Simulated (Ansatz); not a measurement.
**Is this Al₂H structure a true minimum?**

The structure comes from a proposed guess, relaxed at this level; another structure or a mixture of phases may lie lower.

Method: DFT PBE, scalar-relativistic, plane waves, PAW in Ansatz 0.2.0. Settings: cutoff 420 eV, Γ-centred mesh 12×12×8 on the computed 3-atom cell, Gaussian smearing of 0.10 eV; no spin polarisation.

The cell below (3 atoms, space group P-4m2 (No. 115)) is relaxed within its symmetry.

```cif
data_structure
_symmetry_space_group_name_H-M 'P 1'
_symmetry_Int_Tables_number 1
_cell_length_a 2.8395
_cell_length_b 2.8395
_cell_length_c 4.6629
_cell_angle_alpha 90.000
_cell_angle_beta 90.000
_cell_angle_gamma 90.000
_cell_volume 37.59
loop_
_atom_site_label
_atom_site_type_symbol
_atom_site_fract_x
_atom_site_fract_y
_atom_site_fract_z
_atom_site_occupancy
Al1 Al 0.00000 0.50000 0.28182 1
Al2 Al 0.50000 0.00000 0.71818 1
H1 H 0.00000 0.00000 0.00000 1
```

For the test a repeat of it with 6 atoms (edges 2.84, 2.84, 9.33 Å) was strained at random (σ = 1.5 % a component), the atoms were moved at random (σ = 0.05 Å), and all was relaxed again on a coarse 8×8×4 mesh (in the run’s order of axes) with 0.20 eV smearing, with no symmetry imposed.

The cell is a metal run without spin; a magnetic state may lie lower.

Question: Does it come back?

Answer: It returns, within 2 meV/atom of the unmoved cell on that mesh and with the same symmetry when read at 0.1 Å (P1 at 0.01 Å, so small strains and shifts remain). No instability shows in this cell; modes of other wave vectors, which need another repeat, aren't tested.
